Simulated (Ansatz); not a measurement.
Relaxed TiAl3 (D022 type, space group I4/mmm):

```
CELL_PARAMETERS angstrom
     -1.91209     1.91209     4.28030
      1.91209    -1.91209     4.28030
      1.91209     1.91209    -4.28030
ATOMIC_POSITIONS crystal
  Al 0.50000 0.50000 0.00000
  Al 0.75000 0.25000 0.50000
  Al 0.25000 0.75000 0.50000
  Ti 0.00000 0.00000 0.00000
```

In each cell atom 4 (Ti, nearest neighbour Al at 2.704 Å; its periodic images, 3.8 Å or more away, move with it) moves by s·(0.000, 0.000, 1.000) (along Cartesian z), the rest being held.

Calculation: r2SCAN (plane waves to 500 eV, PAW, scalar-relativistic; Ansatz, a program for electronic structure). k mesh 14×14×14 (Γ-centred), Fermi-Dirac smearing 0.05 eV. Energies are smeared free energies. With partly filled bands, energies and forces of such displacements shift with the k mesh and the smearing. TiAl3 is run without spin polarisation. TiAl3 was relaxed with its symmetry unable to fall. ΔE is measured from the undisplaced structure. The last digit holds for this mesh only.

| s (Å) | ΔE (meV/cell) |
|---|---|
| -0.540 | 1279.3 |
| -0.432 | 811.8 |
| -0.324 | 453.1 |
| -0.216 | 200.2 |
| -0.108 | 49.9 |
| 0.000 | 0.0 |
| 0.108 | 49.9 |
| 0.216 | 200.2 |
| 0.324 | 453.1 |
| 0.432 | 811.8 |
| 0.540 | 1279.3 |

What force constant k = d²E/ds² at s = 0 does the table give?

8.5 eV/Å². It is the second difference of the nearest points, corrected with the next pair.

With k = 8.54 eV/Å² from the forces, is the well harmonic out to s = 0.540 Å?

½ks² = 1246 meV/cell against the computed 1279 meV/cell, so the well is close to harmonic there.

(For displaced atoms, the force is minus the slope of the energy, and its curvature is a force constant, which sets phonon frequencies.)
